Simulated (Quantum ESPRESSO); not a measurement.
# Ge3NAlSi3: a curve over strain

A calculation, not a measurement. The program is pw.x of Quantum ESPRESSO 7.5 (plane-wave density functional theory). The cell is made up: 8 atoms on a zincblende/diamond lattice, with randomly drawn elements, strain and displacements, not relaxed. PseudoDojo standard norm-conserving files (v0.5 for PBE, v0.4.1 for LDA and PBEsol) set the functional; there is no spin polarisation, spin-orbit coupling or dispersion term, and the masses in the input are unused placeholders.

Seven runs add a strain to one cell (the same along x and y); the atoms follow the cell and are not relaxed. Stress in the table is positive in tension.

Input of the run at -0.0041:

```
&control calculation='scf', pseudo_dir='./dojo.nc.sr.pbe.v0_5.standard.upf', outdir='./o', disk_io='medium', tprnfor=.true., tstress=.true. /
&system ibrav=0, nat=8, ntyp=4, nbnd=41, ecutwfc=84.00895049, nosym=.true., tot_charge=0,
 occupations='smearing', smearing='fd', degauss=0.0073498644
/
&electrons conv_thr=7.350e-09, electron_maxstep=60, /
ATOMIC_SPECIES
Al 1.0 Al.upf
Ge 1.0 Ge.upf
N 1.0 N.upf
Si 1.0 Si.upf
CELL_PARAMETERS angstrom
5.547 0.0 0.0
0.0 5.547 0.0
0.0 0.0 5.5698
ATOMIC_POSITIONS angstrom
Ge 0.0146 0.052 0.0122
N 0.0336 2.7959 2.7941
Al 2.7145 -0.0388 2.7996
Si 2.777 2.812 -0.0377
Si 1.358 1.4416 1.3867
Ge 1.3435 4.1752 4.1842
Si 4.1372 1.3698 4.1421
Ge 4.1132 4.1586 1.3651
K_POINTS automatic
6 6 6 1 1 1
```

| added strain | free energy less that of the input shown (eV) | stress xx (GPa) | stress yy (GPa) | stress zz (GPa) | stress xy (GPa) | pressure (GPa) | iterations |
| --- | --- | --- | --- | --- | --- | --- | --- |
| -0.0247 | -0.0657 | -0.11 | -0.16 | 0.80 | -0.59 | -0.18 | 11 |
| -0.0220 | -0.0653 | 0.35 | 0.29 | 1.08 | -0.58 | -0.57 | 11 |
| -0.0073 | -0.0192 | 2.62 | 2.56 | 2.42 | -0.51 | -2.53 | 11 |
| -0.0041 | 0.0000 | 3.08 | 3.02 | 2.69 | -0.49 | -2.93 | 11 |
| +0.0086 | 0.1073 | 4.75 | 4.69 | 3.61 | -0.44 | -4.35 | 11 |
| +0.0152 | 0.1808 | 5.54 | 5.47 | 4.03 | -0.42 | -5.01 | 11 |
| +0.0200 | 0.2416 | 6.08 | 6.01 | 4.31 | -0.40 | -5.47 | 11 |

A cubic fit gives a slope of stress xx against the added strain of 134 GPa at zero added strain, with the atoms clamped. Across the table the free energy follows the integral of the stress to within 0.6 meV. A rerun of one of the cells at 1437 eV and a 8 x 8 x 8 mesh moved values by no more than 0.003 eV in energy, 0.03 GPa in stress and 0.009 eV/Å in force.